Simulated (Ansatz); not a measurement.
## SrMg (Pm-3m), a vibration from a frozen displacement

Computed with DFT r2SCAN, scalar-relativistic, plane waves, PAW (Ansatz 0.2.0). Settings: plane waves to 500 eV, k-mesh 12×12×12 (Γ-centred), Gaussian smearing 0.15 eV. No spin polarisation. Energies are free energies at this smearing, counted from the undisturbed cell; pressure is positive in compression.

Reference structure (as given, not relaxed at this level; it stands at 6.6 GPa, and it needn't be the usual structure):

```xyz
2
Lattice="3.9000 0.0000 0.0000 0.0000 3.9000 0.0000 0.0000 0.0000 3.9000" Properties=species:S:1:pos:R:3 pbc="T T T"
Sr    1.9500    1.9500    1.9500
Mg    0.0000    0.0000    0.0000
```

Every Sr atom is moved by x along the Cartesian unit vector (-1.000, 0.000, 0.000); the cell and all other atoms stay fixed. The cell's volume is 59.32 Å³; the moved atoms weigh 87.620 u together and the others 24.305 u. Some rows repeat others by symmetry and weren't run.

```
  x (Å)  ΔE (meV/cell) total force on the moved atoms along the move (eV/Å) pressure (GPa)
-0.5000         425.04                                                1.6246          8.4034
-0.4375         328.81                                                1.4525          8.0134
-0.3750         243.73                                                1.2681          7.6644
-0.3125         170.52                                                1.0730          7.3611
-0.2500         109.79                                                0.8690          7.1075
-0.1875          62.05                                                0.6579          6.9070
-0.1250          27.67                                                0.4415          6.7621
-0.0625           6.93                                                0.2216          6.6744
 0.0000           0.00                                                0.0000          6.6451
 0.0625           6.93                                               -0.2216          6.6744
 0.1250          27.67                                               -0.4415          6.7621
 0.1875          62.05                                               -0.6579          6.9070
 0.2500         109.79                                               -0.8690          7.1075
 0.3125         170.52                                               -1.0730          7.3611
 0.3750         243.73                                               -1.2681          7.6644
 0.4375         328.81                                               -1.4525          8.0134
 0.5000         425.04                                               -1.6246          8.4034
```

Task: What frequency belongs to this motion?

Result: The force constant is k = −dF/dx = 3.546 eV/Å², from the parabola through x = -0.0625, 0 and 0.0625. In every cell the moved atoms swing against the rest, so the mass is μ = m₁m₂/(m₁ + m₂) = 19.027 u, and ν̃ = 521.5 cm⁻¹ × √(|k|/μ) = 225 cm⁻¹, at this cell's pressure of 6.6 GPa. To first order in x, and within 1 %, the force on every atom lies along the move and, within each of the two groups, in proportion to the atom's mass, so this is itself a mode at the zone centre of this cell.

Task: How far does the harmonic law reach?

Result: At x = -0.500 Å, kx²/2 = 443.20 meV against the computed 425.04 meV (-4.1 %): the well is still close to harmonic there.

Task: The pressure changes with x². What does that say about the frequency under compression?

Result: With E = k(V)x²/2, k ∝ V^(−2γ) and x scaling with the cell as V^(1/3), P − P0 = −∂E/∂V = (2γ − 2/3) ΔE/V. At x = 0.1250 Å, V(P − P0) = 59.32 × 0.11700 / 160.2 eV = 43.32 meV and ΔE = 27.67 meV, so γ = 1/3 + V(P − P0)/(2ΔE) = 1.12. This is the Grüneisen parameter of the motion under uniform scaling of the cell: shrinking the cell evenly by 1 % in volume raises the frequency by about 1.12 %.

In a metal these slopes depend on the k mesh and the smearing.